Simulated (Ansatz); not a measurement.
Ge$_{2}$Sb$_{2}$Te$_{5}$:
```cif
data_Ge2Sb2Te5
_chemical_formula_sum 'Ge2 Sb2 Te5'
_space_group_name_H-M_alt 'P-3m1'
_space_group_IT_number 164
_space_group_name_Hall '-P 3 2"'
_cell_length_a 4.19809
_cell_length_b 4.19809
_cell_length_c 16.64697
_cell_angle_alpha 90.000
_cell_angle_beta 90.000
_cell_angle_gamma 120.000
loop_
_atom_site_label
_atom_site_type_symbol
_atom_site_symmetry_multiplicity
_atom_site_Wyckoff_symbol
_atom_site_fract_x
_atom_site_fract_y
_atom_site_fract_z
_atom_site_occupancy
Ge1 Ge 2 d 0.66667 0.33333 0.10075 1
Sb1 Sb 2 c 0.00000 0.00000 0.31868 1
Te1 Te 1 a 0.00000 0.00000 0.00000 1
Te2 Te 2 d 0.33333 0.66667 0.19928 1
Te3 Te 2 d 0.66667 0.33333 0.42179 1
```

Relaxed with LDA.

### Question
Decompose the optical modes at the zone centre into irreducible representations, and say which are infrared and Raman allowed.

### Answer
Point group -3m: Γ_opt = 4A1g + 4A2u + 4Eg + 4Eu. Infrared: A2u, Eu. Raman: A1g, Eg.

### Question
Assign frequencies (DFPT, the program Ansatz at the LDA level (PAW)).

### Answer
Eu 21, Eg 34, A1g 49, Eu 53, A2u 68, Eg 81, A1g 102, A2u 103, Eu 107, Eg 110, Eu 114, A2u 121, Eg 122, A1g 162, A1g 169, A2u 170 cm⁻¹.

The cell was relaxed with LDA under the symmetry of its start; of distortions, only those at the zone centre were tested. A crystal of weakly bound layers computed without a dispersion correction: the cell and the soft elastic constants depend strongly on that. As this level gives no gap, phonon frequencies hold no LO–TO term and depend on the k-mesh and smearing (Fermi–Dirac, 0.1 eV here). Scalar-relativistic: spin–orbit coupling is off unless named, which matters more the heavier the elements.

Potentials: the earlier of the program's two PAW sets.
